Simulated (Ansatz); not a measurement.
Pt (fcc, Cu type)

```yaml
crystal:
  lattice:
    - [0.00000, 1.98513, 1.98513]
    - [1.98513, 0.00000, 1.98513]
    - [1.98513, 1.98513, 0.00000]
  atoms:
    - { symbol: Pt, position: [0.00000, 0.00000, 0.00000] }
```

The slice is a {100} plane (indices of the conventional cell) through the point (0.000, 0.000, 0.000) (fractional), spanned by u = [100] and v = [0 1 -1] in vectors of this cell: u (2.81 Å) and v (2.81 Å, at 90° to u). It covers one period; positions are fractions (u, v).

Calculation: PBE (plane waves to 420 eV, PAW, scalar-relativistic; Ansatz, a quantum-chemistry and plane-wave program). k mesh 20×20×20. Inside the PAW spheres the values are not all-electron values, and peaks at nuclei hang on which shells count as valence. Pt is run without spin polarisation. Pt was relaxed with its symmetry unable to fall. Spin-orbit coupling is left out, though Pt is heavy.

Problem. What is the valence density on the shortest Pt–Pt line in this plane (2.81 Å), at its midpoint?

Solution. 0.36 e/Å³.

Problem. Sketch the electron localisation function (ELF) on this plane as a map.

Solution. 
```tsv
v \ u	0.00	0.12	0.25	0.38	0.50	0.62	0.75	0.88
0.88	x	x	0.51	0.28	0.26	0.28	0.51	x
0.75	0.55	0.51	0.36	0.23	0.20	0.23	0.36	0.51
0.62	0.29	0.28	0.23	0.17	0.14	0.17	0.23	0.28
0.50	0.28	0.26	0.20	0.14	0.12	0.14	0.20	0.26
0.38	0.29	0.28	0.23	0.17	0.14	0.17	0.23	0.28
0.25	0.55	0.51	0.36	0.23	0.20	0.23	0.36	0.51
0.12	x	x	0.51	0.28	0.26	0.28	0.51	x
0.00	x	x	0.55	0.29	0.28	0.29	0.55	x
```

Values: electron localisation function (ELF). Points within 0.5 Å of a nucleus are blanked (x), as the pseudised field means little there.
